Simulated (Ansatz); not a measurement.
WS2 in space group P6_3/mmc (No. 194; W on 2c, S on 4f) under volume change, plane-wave PAW PBE+D3(BJ) (Ansatz code), shape and atoms relaxed at each volume.

```tsv
V (Å³/atom)	E − E(relaxed) (meV/atom)	P (GPa)
15.857	32.1	7.61
16.379	12.8	4.34
16.902	2.9	1.84
17.425	0.0	0.01
17.948	2.1	-1.30
18.470	7.4	-1.98
18.993	14.5	-2.38
```

What does a third-order Birch–Murnaghan fit give for V₀, B₀ and B′?

V₀ = 17.43 Å³/atom, B₀ = 48.9 GPa, B′ = 11.5.

The PBE+D3(BJ) relaxation kept the symmetry of its start. No spin polarisation was allowed. Spin–orbit coupling is left out wherever it is not named.

Potentials: the earlier of the program's two PAW sets.
